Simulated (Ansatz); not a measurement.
## PbCClF2: settings compared (Ansatz)

The input file (Ansatz 0.2.0, plane waves):

```yaml
crystal:
  lattice:
    - [3.006375, 2.971105, 0.0]
    - [3.006375, -2.971105, 0.0]
    - [0.869471, 0.0, -9.495096]
  atoms:
    - { symbol: C, position: [0.633, 0.367, 0.5] }
    - { symbol: C, position: [0.367, 0.633, 0.5] }
    - { symbol: Cl, position: [0.273, 0.273, 0.8811] }
    - { symbol: Cl, position: [0.727, 0.727, 0.1189] }
    - { symbol: F, position: [0.788, 0.328, 0.6109] }
    - { symbol: F, position: [0.672, 0.212, 0.3891] }
    - { symbol: F, position: [0.212, 0.672, 0.3891] }
    - { symbol: F, position: [0.328, 0.788, 0.6109] }
    - { symbol: Pb, position: [0.7732, 0.7732, 0.777] }
    - { symbol: Pb, position: [0.2268, 0.2268, 0.223] }
  symmetry: { tolerance: 0.0003 }
kpoints:
  mp_grid: { grid: [4, 4, 2], shift: [0, 0, 0] }
magnetization:
  spin_polarized: false
scf:
  occupations: { method: fermi_dirac }
hamiltonian:
  pseudopotentials: { kind: paw }
  xc: r2scan
basis:
  ecutwfc: 500
output:
  forces: true
  stress: true
  eigenvalues: true
```

Run with:

```bash
ansatz run input.yaml --threads 1 --pin off --max-ram 2560MiB --backend cpu --events-out ev --progress --plain --runs-dir out
```

Origin of the cell: a known structure type with other elements, at an estimated volume, so it need not be a known compound.

The smearing width isn't typed, so it takes its default of 0.1 eV.

Output of this run (shortened):

```
Pseudopotentials: kind: paw
Pseudopotential: C, paw, valence charge 4, recommended cutoff 500 eV (meta_gga), C.paw.azcp
Pseudopotential: Cl, paw, valence charge 7, recommended cutoff 500 eV (meta_gga), Cl.paw.azcp
Pseudopotential: F, paw, valence charge 7, recommended cutoff 500 eV (meta_gga), F.paw.azcp
Pseudopotential: Pb, paw, valence charge 14, recommended cutoff 500 eV (meta_gga), Pb.paw.azcp
Functional definition: r2SCAN
  exchange = r2scan_x(k0 = k0, k1 = k1, a1 = a1)
  correlation = r2scan_c
Crystal: 10 atoms, lattice volume = 169.625 Å³
Basis set: ecut = 500 eV, 4317 PW (Γ), exchange–correlation on 128×128×288 points (64 copies of the dense FFT grid, shifted against one another)
Bands: 49, of which v1, the nominal top of the filled ones, is band 39 counted from 1 (38 counted from 0)
[… 15 lines left out …]
Initial density: superposition of atomic densities (neutral atoms: chi_scale 0, normalization atom), corrected by the library's trained network
Functional: x = r2scan, c = r2scan; τ floored in thin density (d = 2e-4 eV/Å³)
SCF iter   1: F=—  HF=-29744.254975 eV  Δρ=2.10e-2  dr2=2.30e0  dr2_τ=4.85e-1
SCF iter   2: F=—  HF=-29743.836109 eV  Δρ=1.38e-2  dr2=2.82e-1  dr2_τ=5.82e-2  defer=1
SCF iter   3: F=—  HF=-29743.804995 eV  Δρ=4.49e-3  dr2=1.73e-1  dr2_τ=4.88e-3
SCF iter   4: F=—  HF=-29743.788381 eV  Δρ=3.96e-3  dr2=3.16e-2  dr2_τ=3.63e-3
SCF iter   5: F=—  HF=-29743.787656 eV  Δρ=2.62e-3  dr2=1.82e-2  dr2_τ=1.99e-4
SCF iter   6: F=—  HF=-29743.785551 eV  Δρ=5.24e-4  dr2=3.80e-4  dr2_τ=9.32e-5
SCF iter   7: F=—  HF=-29743.785514 eV  Δρ=3.04e-4  dr2=2.15e-4  dr2_τ=1.19e-5
SCF iter   8: F=—  HF=-29743.785492 eV  Δρ=1.07e-4  dr2=3.27e-5  dr2_τ=3.08e-7
SCF iter   9: F=—  HF=-29743.785678 eV  Δρ=4.07e-5  dr2=6.62e-6  dr2_τ=3.30e-7
SCF iter  10: F=—  HF=-29743.785677 eV  Δρ=1.32e-5  dr2=6.34e-7  dr2_τ=6.07e-9
SCF iter  11: F=-29743.785677 eV  HF=-29743.785677 eV  Δρ=3.36e-6  dr2=3.31e-8  dr2_τ=4.90e-10
SCF 1 converged in 11 iterations: F = -29743.785677 eV  dr2 = 3.31e-8
SCF converged after 11 iterations
Free energy (F): -29743.785677 eV
Harris-Foulkes:  -29743.785677 eV  (|F-HF|=2.39e-8)
Internal energy: -29743.619068 eV  (E = F + TS)
E sigma→0 (E₀):  -29743.702372 eV
Entropy (-TS):   -0.166609 eV (-16.661 meV/atom)
Fermi energy:    8.912987 eV
--- Per-component energies (eV) ---
  E_band       = -485.565130
  E_kinetic    = 1910.265837
  E_local      = -6519.553723  (includes V_loc(G=0)·N_el)
  E_nonlocal   = 1101.009555
  E_hartree    = 2525.971881
  E_xc         = -1031.645361
  E_vxc        = -1147.817420  (∫ρ·V_xc dr)
  E_paw        = -23207.597233  (= ΣΔE_a)
  E_vpaw       = -957.119131  (= ΣTr[D̂ρ^β])
  E_aug_tail   = 0.004274  (compensation charges beyond the density's cutoff)
  E_vtau       = 75.697216  (kinetic-family band-sum trace: ∫τ·v_τ [+ j·A + Jᵃ·Aᵃ] dr)
  E_ewald      = -4523.557376
  E_core_change = 1.483078  (= ΣΔE_core)
  E_smearing   = -0.166609  (= −TS)
  Σ components = -29743.785677   (vs F -29743.785677, Δ=0.00e0)
--- Forces (eV/Å), atoms counted from 1 ---
  atom   1  C      0.000000   -11.323518     0.000000
[… 4 lines left out …]
  atom   6  F     -0.499299     2.418935     1.003830
  atom   7  F     -0.499299    -2.418935     1.003830
  atom   8  F      0.499299    -2.418935    -1.003830
  atom   9  Pb     0.732006     0.000000    -2.961529
  atom  10  Pb    -0.732006    -0.000000     2.961529
  max |Σ_I F_I| component: 4.44e-16 eV/Å
--- Stress (GPa, compression-positive) ---
        8.462414       0.000000      -5.041915
        0.000000       0.536291       0.000000
       -5.041898       0.000000      15.539873
  P = ⅓ Tr σ = 8.1795 GPa (81.795 kbar)
```

The same input was run again with these changes:

1. `scf.convergence.dr2_threshold` default → 1.0e-06; `scf.mixing.preconditioner` default → ldos
2. `scf.n_extra_bands` default → 8
3. `basis.ecutrho_ratio` default → 9

```tsv
run	end	SCF iterations	P (GPa)	max force component (eV/Å)	moment (μB)	ΔE(σ→0) (meV/atom)
base	converged	11	8.18	11.324	–	0
1	converged	10	8.18	11.324	–	0.00
2	converged	11	8.18	11.324	–	0.00
3	converged	11	8.18	11.324	–	0.00
```

Energies are compared only where functional, datasets, charge and starting cell are the same.

Caveats of the base run: no spin, though holes on the anions or broken bonds may carry moments; no spin-orbit coupling, though heavy elements are present; the given cell is far from equilibrium, with atoms too close or a volume far off; the k mesh is coarse if the cell is a metal.

Run 1: the SCF threshold is loose for forces.

Time of the base run: 24 s on 1 thread of Arm Neoverse V1, with other jobs on the host, peak memory 0.76 GiB, from the program's own first density.
